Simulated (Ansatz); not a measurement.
Question: Each is relaxed and computed with r²SCAN in the plane-wave PAW code Ansatz. Which is the only one with a gap?
A) SiGe, CsCl type
B) Nb5Si3, P6_3/mcm (Nb on 6g, Si on 6g, Nb on 4d)
C) SiGe3, P-4m2 (Si on 1a, Ge on 2g, Ge on 1c)
D) YSi2Ru2, I4/mmm (Y on 2a, Si on 4e, Ru on 4d)

Answer: C, SiGe3, P-4m2 (Si on 1a, Ge on 2g, Ge on 1c). SiGe3: gap 0.56 eV (indirect); SiGe: metal; Nb5Si3: metal; YSi2Ru2: metal. Constructed cells (a structure type filled with these elements, in neither database checked): SiGe, CsCl type. Typed or built starts, not in the databases checked: SiGe3, P-4m2 (Si on 1a, Ge on 2g, Ge on 1c). Standing as an ambient phase not checked: Nb5Si3, P6_3/mcm (Nb on 6g, Si on 6g, Nb on 4d); YSi2Ru2, I4/mmm (Y on 2a, Si on 4e, Ru on 4d). All cells were relaxed under the symmetry of their starts (and spin orders); stability against distortions was not tested throughout. Rows with no word on spin ran without spin polarisation. Scalar-relativistic: spin–orbit coupling is off unless named, which matters more the heavier the elements.

Potentials: the later of the program's two PAW sets.
